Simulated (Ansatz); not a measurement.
## TiC: input, output and frames of a trajectory

These are results of DFT PBEsol, scalar-relativistic, plane waves, PAW in Ansatz, not measurements. Settings: plane waves to 420 eV, k-mesh 2×2×2 (shifted by 0.5, 0.5, 0.5 steps), Fermi–Dirac smearing 0.05 eV. The mesh is coarse. No spin polarisation.

16 atoms, starting at 1.00 times the perfect crystal's volume (space group Fm-3m, the cell as given, not relaxed at this level); constant energy, velocities drawn at 200 K, fixed cell; 89 steps of 2 fs. The run is short and not equilibrated.

The calculation finished and met its thresholds.

It took 91 s on 4 threads of AMD EPYC 7R43 64-Core Processor (Zen 3) (shared host), peak memory 0.61 GiB.

Command:
```bash
ansatz run input.yaml --threads 4 --pin off --max-ram 5120MiB --backend cpu --events-out ev --progress --plain --runs-dir out
```

Input:
```yaml
crystal:
  lattice:
    - [-4.328, 4.328, 0.0]
    - [-4.328, 0.0, 4.328]
    - [0.0, 4.328, 4.328]
  atoms:
    - { symbol: Ti, position: [0.0, 0.0, 0.0] }
    - { symbol: Ti, position: [0.5, 0.0, 0.0] }
    - { symbol: Ti, position: [0.0, 0.5, 0.0] }
    - { symbol: Ti, position: [0.0, 0.0, 0.5] }
    - { symbol: Ti, position: [0.5, 0.5, 0.0] }
    - { symbol: Ti, position: [0.5, 0.0, 0.5] }
    - { symbol: Ti, position: [0.0, 0.5, 0.5] }
    - { symbol: Ti, position: [0.5, 0.5, 0.5] }
    - { symbol: C, position: [0.75, 0.75, 0.75] }
    - { symbol: C, position: [0.25, 0.75, 0.75] }
    - { symbol: C, position: [0.75, 0.25, 0.75] }
    - { symbol: C, position: [0.75, 0.75, 0.25] }
    - { symbol: C, position: [0.25, 0.25, 0.75] }
    - { symbol: C, position: [0.25, 0.75, 0.25] }
    - { symbol: C, position: [0.75, 0.25, 0.25] }
    - { symbol: C, position: [0.25, 0.25, 0.25] }
basis:
  ecutwfc: 420
kpoints:
  mp_grid: { grid: [2, 2, 2], shift: [0.5, 0.5, 0.5] }
hamiltonian:
  xc: pbesol
scf:
  occupations: { method: fermi_dirac, width: 0.05 }
  lower_state_search: "off"
  convergence: { dr2_threshold: 1.0e-07 }
output:
  forces: true
  stress: true
md:
  timestep: 2.0
  n_steps: 89
  ensemble: nve
  temperature: 200.0
  initial_velocities: maxwell_boltzmann
  seed: 46620
```

Output (its end):
```
...
SCF converged after 6 iterations
Free energy (F): -21778.866092 eV
Harris-Foulkes:  -21778.866092 eV  (|F-HF|=2.31e-9)
Internal energy: -21778.864757 eV  (E = F + TS)
E sigma→0 (E₀):  -21778.865424 eV
Entropy (-TS):   -0.001335 eV (-0.083 meV/atom)
Fermi energy:    14.668091 eV
--- Per-component energies (eV) ---
  E_band       = -883.746651
  E_kinetic    = 2895.273222
  E_local      = -6206.447870  (includes V_loc(G=0)·N_el)
  E_nonlocal   = 266.263902
  E_hartree    = 2513.944202
  E_xc         = -1170.321472
  E_vxc        = -1467.008320  (∫ρ·V_xc dr)
  E_paw        = -8929.955666  (= ΣΔE_a)
  E_vpaw       = -1399.714243  (= ΣTr[D̂ρ^β])
  E_aug_tail   = 0.001069  (compensation charges beyond the density's cutoff)
  E_ewald      = -11148.906022
  E_core_change = 1.283879  (= ΣΔE_core)
  E_smearing   = -0.001335  (= −TS)
  E_closure    = 0.000000  (closes the sum)
  Σ components = -21778.866092   (vs F -21778.866092, Δ=0.00e0)
--- Forces (eV/Å), atoms counted from 1 ---
  atom   1  Ti    -0.09588823    -0.83717377     0.12747709
  atom   2  Ti     0.30677445     0.21452941    -0.44825542
  atom   3  Ti     0.42556878    -0.33276839    -0.07365385
  atom   4  Ti     0.02087656     0.72282793     0.49444667
  atom   5  Ti    -0.23353345     0.63694362     0.46655526
  atom   6  Ti     0.06706716     0.27078546    -0.27852337
  atom   7  Ti     0.99078032     0.24591716     0.29135433
  atom   8  Ti    -0.50501130    -0.21311202     0.19585040
  atom   9  C     -0.35209473    -0.05093887    -0.16841876
  atom  10  C     -0.06508643    -0.52984365     0.65331808
  atom  11  C      0.04925398     0.53065058    -0.28798052
  atom  12  C      0.03114158    -0.29547103    -0.18196224
  atom  13  C      0.40047483     0.18554446    -0.18212182
  atom  14  C     -0.37569888     0.14280799    -0.16939348
  atom  15  C     -0.38857448    -0.17035306     0.37342931
  atom  16  C     -0.27605848    -0.52034931    -0.81212645
  max |Σ_I F_I| component: 8.31e-6 eV/Å
--- Stress (GPa, compression-positive) ---
       -5.462334       3.045377       2.924243
        3.045377      -5.096817      -3.073570
        2.924243      -3.073570      -5.400609
  P = ⅓ Tr σ = -5.3199 GPa (-53.199 kbar)
--- MD trajectory: 89 steps, t = 0.0 → 178.0 fs ---
  final state: T = 91.9 K   F+E_penalty+E_count = -21778.86609182 eV   E_kin = 0.178272 eV
  conserved energy: peak-to-peak 2.967e-3 eV (1.854e-4 eV/atom) over 178.0 fs
```

Frames along the run (Å, eV/Å; dE is the potential energy from the first frame):

```xyz
16
Lattice="-4.328 4.328 0.000 -4.328 0.000 4.328 0.000 4.328 4.328" Properties=species:S:1:pos:R:3:forces:R:3 pbc="T T T" time_fs=0.00 dE_eV=0.0000 T_K=200
Ti    0.000    0.000    0.000    0.000    0.000    0.000
Ti   -2.164    2.164    0.000    0.000    0.000    0.000
Ti   -2.164    0.000    2.164    0.000    0.000    0.000
Ti    0.000    2.164    2.164    0.000    0.000    0.000
Ti   -4.328    2.164    2.164    0.000    0.000    0.000
Ti   -2.164    4.328    2.164    0.000    0.000    0.000
Ti   -2.164    2.164    4.328    0.000    0.000    0.000
Ti   -4.328    4.328    4.328    0.000    0.000    0.000
C    -6.492    6.492    6.492    0.000    0.000    0.000
C    -4.328    4.328    6.492    0.000    0.000    0.000
C    -4.328    6.492    4.328    0.000    0.000    0.000
C    -6.492    4.328    4.328    0.000    0.000    0.000
C    -2.164    4.328    4.328    0.000    0.000    0.000
C    -4.328    2.164    4.328    0.000    0.000    0.000
C    -4.328    4.328    2.164    0.000    0.000    0.000
C    -2.164    2.164    2.164    0.000    0.000    0.000
16
Lattice="-4.328 4.328 0.000 -4.328 0.000 4.328 0.000 4.328 4.328" Properties=species:S:1:pos:R:3:forces:R:3 pbc="T T T" time_fs=14.00 dE_eV=0.3115 T_K=41
Ti   -0.036   -0.007   -0.003    0.629    0.279    0.156
Ti   -2.155    2.208    0.005   -0.110   -0.764   -0.052
Ti   -2.157   -0.008    2.168    0.056    0.056   -0.019
Ti   -0.016    2.159    2.177    1.024    0.014    0.071
Ti   -4.334    2.166    2.164    0.230    0.066   -0.059
Ti   -2.132    4.290    2.163   -0.340    1.016   -0.012
Ti   -2.176    2.204    4.307    0.249   -0.850    0.720
Ti   -4.343    4.293    4.318    0.243    0.889    0.160
C    -6.499    6.519    6.537    0.027   -0.208   -0.642
C    -4.277    4.331    6.448   -0.838   -0.223    0.442
C    -4.243    6.457    4.357   -1.188    0.187   -0.567
C    -6.520    4.357    4.347    0.558   -0.179   -0.107
C    -2.146    4.325    4.352   -0.258   -0.015   -0.344
C    -4.351    2.118    4.307    0.542    0.532    0.061
C    -4.342    4.340    2.132    0.203   -0.398    0.446
C    -2.101    2.208    2.195   -1.028   -0.400   -0.255
16
Lattice="-4.328 4.328 0.000 -4.328 0.000 4.328 0.000 4.328 4.328" Properties=species:S:1:pos:R:3:forces:R:3 pbc="T T T" time_fs=28.00 dE_eV=0.1845 T_K=105
Ti   -0.048   -0.004   -0.001    0.767    0.274    0.091
Ti   -2.151    2.223    0.007   -0.403   -0.951   -0.199
Ti   -2.149   -0.014    2.171   -0.272    0.103   -0.096
Ti    0.001    2.154    2.191    0.350   -0.126   -0.259
Ti   -4.332    2.169    2.162    0.029   -0.211   -0.216
Ti   -2.114    4.287    2.162   -0.762    0.838    0.005
Ti   -2.179    2.213    4.311    0.151   -0.955    0.432
Ti   -4.348    4.290    4.314    0.367    0.930    0.236
C    -6.502    6.518    6.500    0.085   -0.086    0.035
C    -4.332    4.308    6.467    0.059    0.134    0.318
C    -4.311    6.451    4.313   -0.004    0.351    0.044
C    -6.479    4.356    4.348   -0.153   -0.429   -0.265
C    -2.159    4.324    4.332    0.043    0.151    0.019
C    -4.308    2.140    4.298   -0.224    0.028    0.245
C    -4.331    4.304    2.156   -0.077    0.241   -0.042
C    -2.168    2.196    2.188    0.045   -0.291   -0.348
16
Lattice="-4.328 4.328 0.000 -4.328 0.000 4.328 0.000 4.328 4.328" Properties=species:S:1:pos:R:3:forces:R:3 pbc="T T T" time_fs=42.00 dE_eV=0.2139 T_K=91
Ti   -0.032    0.008    0.005    0.361    0.013   -0.113
Ti   -2.161    2.203    0.002   -0.234   -0.579   -0.062
Ti   -2.151   -0.015    2.171   -0.361    0.213   -0.116
Ti    0.032    2.145    2.195   -0.698   -0.015   -0.664
Ti   -4.330    2.164    2.152   -0.169   -0.274   -0.058
Ti   -2.125    4.316    2.161   -0.740   -0.049    0.042
Ti   -2.177    2.187    4.330   -0.166   -0.296   -0.334
Ti   -4.340    4.322    4.318    0.241    0.112    0.105
C    -6.492    6.502    6.465    0.035   -0.057    0.418
C    -4.381    4.305    6.526    0.742    0.410   -0.391
C    -4.382    6.492    4.279    0.951   -0.066    0.750
C    -6.457    4.301    4.315   -0.492    0.202    0.075
C    -2.169    4.338    4.312    0.133   -0.189    0.200
C    -4.293    2.170    4.323   -0.459   -0.228    0.104
C    -4.329    4.302    2.179   -0.112    0.516   -0.221
C    -2.231    2.145    2.136    0.969    0.285    0.267
16
Lattice="-4.328 4.328 0.000 -4.328 0.000 4.328 0.000 4.328 4.328" Properties=species:S:1:pos:R:3:forces:R:3 pbc="T T T" time_fs=54.00 dE_eV=0.1284 T_K=134
Ti   -0.006    0.020    0.006   -0.059   -0.281   -0.212
Ti   -2.177    2.167   -0.003    0.263    0.042    0.279
Ti   -2.164   -0.010    2.167   -0.077    0.319   -0.044
Ti    0.039    2.137    2.180   -0.879    0.430   -0.346
Ti   -4.331    2.153    2.142    0.187    0.103    0.322
Ti   -2.156    4.340    2.161   -0.013   -0.530    0.099
Ti   -2.179    2.154    4.339   -0.014    0.317   -0.460
Ti   -4.326    4.353    4.326   -0.062   -0.643   -0.033
C    -6.480    6.481    6.478   -0.146   -0.018   -0.026
C    -4.344    4.346    6.538    0.089   -0.011   -0.554
C    -4.345    6.523    4.328    0.145   -0.401    0.157
C    -6.490    4.273    4.293    0.103    0.716    0.413
C    -2.164    4.331    4.316   -0.052   -0.315   -0.017
C    -4.329    2.173    4.357    0.148    0.073   -0.252
C    -4.339    4.354    2.175    0.140   -0.193    0.090
C    -2.182    2.130    2.119    0.226    0.392    0.584
16
Lattice="-4.328 4.328 0.000 -4.328 0.000 4.328 0.000 4.328 4.328" Properties=species:S:1:pos:R:3:forces:R:3 pbc="T T T" time_fs=68.00 dE_eV=0.2502 T_K=72
Ti    0.021    0.023    0.001   -0.403   -0.467   -0.104
Ti   -2.185    2.129    0.000    0.726    0.697    0.312
Ti   -2.179    0.007    2.161    0.472    0.054    0.119
Ti    0.019    2.144    2.151   -0.213    0.660    0.275
Ti   -4.327    2.144    2.143    0.271    0.573    0.658
Ti   -2.191    4.351    2.165    0.631   -0.485    0.059
Ti   -2.181    2.128    4.334    0.389    0.732   -0.051
Ti   -4.312    4.367    4.333   -0.305   -0.890   -0.104
C    -6.487    6.459    6.491   -0.136    0.283   -0.117
C    -4.293    4.385    6.485   -0.506   -0.648    0.243
C    -4.287    6.509    4.396   -0.725   -0.015   -0.833
C    -6.514    4.328    4.319    0.362   -0.054    0.066
C    -2.162    4.290    4.321    0.006    0.402   -0.005
C    -4.354    2.183    4.360    0.279   -0.037   -0.341
C    -4.333    4.385    2.179    0.066   -0.694   -0.041
C    -2.105    2.160    2.169   -0.915   -0.110   -0.135
16
Lattice="-4.328 4.328 0.000 -4.328 0.000 4.328 0.000 4.328 4.328" Properties=species:S:1:pos:R:3:forces:R:3 pbc="T T T" time_fs=82.00 dE_eV=0.1559 T_K=120
Ti    0.033    0.009   -0.008   -0.448   -0.383    0.190
Ti   -2.167    2.115    0.013    0.206    0.771   -0.381
Ti   -2.178    0.024    2.159    0.417   -0.567    0.103
Ti   -0.011    2.174    2.131    0.247    0.059    0.588
Ti   -4.314    2.155    2.167   -0.396    0.335    0.083
Ti   -2.204    4.344    2.170    0.610   -0.136   -0.099
Ti   -2.168    2.129    4.326    0.391    0.704    0.191
Ti   -4.309    4.349    4.337   -0.350   -0.352   -0.109
C    -6.510    6.477    6.493    0.176    0.231    0.222
C    -4.307    4.338    6.462   -0.118   -0.177    0.438
C    -4.321    6.491    4.355   -0.100    0.205   -0.337
C    -6.493    4.376    4.355   -0.126   -0.706   -0.354
C    -2.160    4.305    4.327   -0.011    0.522    0.143
C    -4.342    2.184    4.319   -0.073   -0.282    0.171
C    -4.319    4.325    2.174   -0.127    0.053   -0.291
C    -2.147    2.177    2.202   -0.297   -0.275   -0.558
16
Lattice="-4.328 4.328 0.000 -4.328 0.000 4.328 0.000 4.328 4.328" Properties=species:S:1:pos:R:3:forces:R:3 pbc="T T T" time_fs=96.00 dE_eV=0.2212 T_K=87
Ti    0.029   -0.019   -0.010   -0.319    0.079    0.260
Ti   -2.143    2.132    0.012   -0.545    0.486   -0.697
Ti   -2.162    0.021    2.162   -0.102   -0.658   -0.014
Ti   -0.033    2.205    2.134    0.341   -0.730    0.395
Ti   -4.316    2.179    2.193   -0.789   -0.317   -0.563
Ti   -2.195    4.331    2.172    0.153    0.134   -0.245
Ti   -2.142    2.156    4.325   -0.244   -0.005    0.049
Ti   -4.319    4.317    4.337   -0.224    0.337   -0.050
C    -6.509    6.523    6.519    0.255   -0.348   -0.172
C    -4.340    4.269    6.493    0.259    0.730   -0.318
C    -4.373    6.495    4.268    0.517   -0.177    0.707
C    -6.484    4.336    4.346   -0.169    0.139   -0.058
C    -2.163    4.381    4.348   -0.191   -0.641   -0.132
C    -4.333    2.152    4.300    0.055    0.157    0.376
C    -4.319    4.270    2.135    0.036    0.639    0.221
C    -2.225    2.161    2.166    0.966    0.176    0.243
16
Lattice="-4.328 4.328 0.000 -4.328 0.000 4.328 0.000 4.328 4.328" Properties=species:S:1:pos:R:3:forces:R:3 pbc="T T T" time_fs=110.00 dE_eV=0.1827 T_K=106
Ti    0.012   -0.044   -0.002   -0.083    0.661    0.035
Ti   -2.137    2.165   -0.013   -0.629   -0.307    0.094
Ti   -2.150   -0.005    2.163   -0.369    0.173   -0.089
Ti   -0.040    2.211    2.151    0.544   -0.760    0.081
Ti   -4.344    2.191    2.200    0.239   -0.543   -0.556
Ti   -2.178    4.322    2.165   -0.052    0.243   -0.126
Ti   -2.125    2.183    4.326   -0.623   -0.531    0.050
Ti   -4.337    4.297    4.334    0.146    0.662   -0.040
C    -6.474    6.522    6.519   -0.116   -0.398   -0.412
C    -4.339    4.297    6.489    0.158    0.301   -0.123
C    -4.354    6.480    4.276    0.300    0.027    0.590
C    -6.498    4.310    4.326    0.069    0.509    0.183
C    -2.188    4.375    4.352    0.192   -0.583   -0.241
C    -4.319    2.140    4.329   -0.034    0.314   -0.161
C    -4.318    4.300    2.126   -0.020    0.117    0.452
C    -2.181    2.164    2.156    0.279    0.116    0.263
16
Lattice="-4.328 4.328 0.000 -4.328 0.000 4.328 0.000 4.328 4.328" Properties=species:S:1:pos:R:3:forces:R:3 pbc="T T T" time_fs=124.00 dE_eV=0.2327 T_K=81
Ti   -0.008   -0.044    0.006    0.229    0.891   -0.144
Ti   -2.155    2.188   -0.033   -0.075   -0.637    0.936
Ti   -2.150   -0.024    2.162   -0.256    0.857    0.001
Ti   -0.026    2.188    2.172    0.604   -0.258   -0.225
Ti   -4.363    2.183    2.186    1.133   -0.331   -0.170
Ti   -2.163    4.323    2.154    0.009    0.149    0.217
Ti   -2.131    2.190    4.329   -0.524   -0.589    0.068
Ti   -4.350    4.302    4.330    0.550    0.494   -0.050
C    -6.457    6.470    6.468   -0.403    0.290    0.232
C    -4.316    4.364    6.472   -0.135   -0.632    0.509
C    -4.294    6.473    4.362   -0.330    0.385   -0.535
C    -6.505    4.345    4.327    0.088   -0.333   -0.091
C    -2.184    4.294    4.323    0.385    0.589    0.065
C    -4.314    2.169    4.341   -0.261   -0.131   -0.216
C    -4.321    4.349    2.177   -0.187   -0.409   -0.141
C    -2.098    2.180    2.176   -0.827   -0.334   -0.456
16
Lattice="-4.328 4.328 0.000 -4.328 0.000 4.328 0.000 4.328 4.328" Properties=species:S:1:pos:R:3:forces:R:3 pbc="T T T" time_fs=136.00 dE_eV=0.1692 T_K=114
Ti   -0.019   -0.017    0.010    0.425    0.518   -0.181
Ti   -2.173    2.189   -0.025    0.327   -0.363    0.775
Ti   -2.159   -0.017    2.161   -0.085    0.617    0.113
Ti    0.003    2.160    2.183   -0.038    0.058   -0.427
Ti   -4.348    2.166    2.168    0.712   -0.111    0.117
Ti   -2.150    4.328    2.151   -0.068   -0.133    0.357
Ti   -2.153    2.179    4.334   -0.294   -0.213   -0.134
Ti   -4.345    4.321    4.325    0.504    0.049    0.064
C    -6.485    6.452    6.446   -0.014    0.470    0.474
C    -4.310    4.358    6.507   -0.286   -0.377   -0.008
C    -4.278    6.505    4.384   -0.620   -0.113   -0.770
C    -6.500    4.347    4.322    0.099   -0.457   -0.098
C    -2.141    4.280    4.304   -0.288    0.566    0.186
C    -4.335    2.183    4.326    0.092   -0.219    0.121
C    -4.342    4.348    2.209    0.084   -0.183   -0.456
C    -2.113    2.160    2.151   -0.551   -0.108   -0.134
16
Lattice="-4.328 4.328 0.000 -4.328 0.000 4.328 0.000 4.328 4.328" Properties=species:S:1:pos:R:3:forces:R:3 pbc="T T T" time_fs=150.00 dE_eV=0.1556 T_K=121
Ti   -0.017    0.031    0.008    0.181   -0.477   -0.113
Ti   -2.184    2.178    0.009    0.236    0.002   -0.325
Ti   -2.172    0.011    2.163    0.088   -0.406    0.058
Ti    0.034    2.129    2.181   -0.749    0.362   -0.360
Ti   -4.308    2.143    2.150   -0.622    0.239    0.080
Ti   -2.138    4.329    2.158   -0.326   -0.227    0.161
Ti   -2.187    2.160    4.334    0.157    0.257   -0.200
Ti   -4.323    4.345    4.321   -0.094   -0.401    0.002
C    -6.516    6.489    6.478    0.403   -0.068    0.001
C    -4.339    4.308    6.539    0.048    0.501   -0.678
C    -4.336    6.522    4.317    0.061   -0.524    0.315
C    -6.480    4.298    4.307   -0.030    0.382    0.210
C    -2.133    4.331    4.305   -0.526   -0.326    0.116
C    -4.343    2.172    4.325    0.389   -0.010    0.158
C    -4.352    4.325    2.188    0.330    0.209   -0.155
C    -2.196    2.130    2.114    0.456    0.488    0.729
16
Lattice="-4.328 4.328 0.000 -4.328 0.000 4.328 0.000 4.328 4.328" Properties=species:S:1:pos:R:3:forces:R:3 pbc="T T T" time_fs=164.00 dE_eV=0.2624 T_K=66
Ti   -0.008    0.060    0.001   -0.199   -1.164   -0.055
Ti   -2.185    2.167    0.033    0.192    0.226   -0.841
Ti   -2.181    0.025    2.168    0.326   -0.869   -0.077
Ti    0.039    2.112    2.167   -0.498    0.732    0.124
Ti   -4.290    2.129    2.136   -1.150    0.677    0.217
Ti   -2.138    4.323    2.172   -0.327    0.023   -0.197
Ti   -2.215    2.149    4.327    0.817    0.325    0.031
Ti   -4.305    4.354    4.317   -0.741   -0.475    0.014
C    -6.497    6.520    6.516   -0.080   -0.287   -0.166
C    -4.358    4.321    6.486    0.442    0.241    0.078
C    -4.383    6.474    4.288    0.808    0.197    0.609
C    -6.468    4.296    4.319   -0.277    0.394    0.117
C    -2.187    4.345    4.326    0.517   -0.250    0.060
C    -4.306    2.157    4.342   -0.339    0.017   -0.178
C    -4.321    4.327    2.142   -0.112    0.087    0.195
C    -2.220    2.162    2.168    0.619    0.127    0.068
16
Lattice="-4.328 4.328 0.000 -4.328 0.000 4.328 0.000 4.328 4.328" Properties=species:S:1:pos:R:3:forces:R:3 pbc="T T T" time_fs=178.00 dE_eV=0.2113 T_K=92
Ti   -0.006    0.047   -0.007   -0.096   -0.837    0.127
Ti   -2.178    2.163    0.026    0.307    0.215   -0.448
Ti   -2.178    0.007    2.169    0.426   -0.333   -0.074
Ti    0.025    2.124    2.157    0.021    0.723    0.494
Ti   -4.312    2.140    2.131   -0.234    0.637    0.467
Ti   -2.150    4.317    2.178    0.067    0.271   -0.279
Ti   -2.212    2.150    4.322    0.991    0.246    0.291
Ti   -4.312    4.345    4.315   -0.505   -0.213    0.196
C    -6.488    6.513    6.530   -0.352   -0.051   -0.168
C    -4.322    4.364    6.443   -0.065   -0.530    0.653
C    -4.324    6.451    4.338    0.049    0.531   -0.288
C    -6.491    4.346    4.346    0.031   -0.295   -0.182
C    -2.178    4.325    4.353    0.400    0.186   -0.182
C    -4.312    2.145    4.337   -0.376    0.143   -0.169
C    -4.305    4.342    2.125   -0.389   -0.170    0.373
C    -2.162    2.210    2.231   -0.276   -0.520   -0.812
```